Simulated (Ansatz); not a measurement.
# Lattice vibrations of In4SbAs3 at Γ

Computed with DFT PBE, scalar-relativistic, plane waves, PAW (Ansatz 0.2.0). Cutoff 420 eV, 6×6×6 k-points (Γ-centred), Fermi-Dirac smearing of 0.15 eV. No spin polarisation. Phonons by linear response, acoustic sum rule imposed.

Relaxed structure:
```
In Sb As
1.0
     6.30227    0.00000    0.00000
     0.00000    6.30227    0.00000
     0.00000    0.00000    6.30227
In Sb As
4 1 3
Direct
  0.24194 0.75806 0.24194
  0.24194 0.24194 0.75806
  0.75806 0.75806 0.75806
  0.75806 0.24194 0.24194
  0.50000 0.50000 0.50000
  0.50000 0.00000 0.00000
  0.00000 0.00000 0.50000
  0.00000 0.50000 0.00000
```

The cell was found from a structure generator's guess, not taken from experiment. In a metal, frequencies depend on the k mesh and the smearing, soft modes most. Spin–orbit coupling is left out, which matters for heavy elements.

Task: Is this structure stable against zone-centre distortions?

Result: Yes, at Γ: no optical mode is imaginary. Strains and other wave vectors aren't tested by this run.

Task: List the optical modes at Γ (i marks imaginary ones).

Result:
```tsv
frequency (cm⁻¹)	degeneracy
46	3
46	3
150	2
157	1
164	3
184	3
190	3
191	3
```
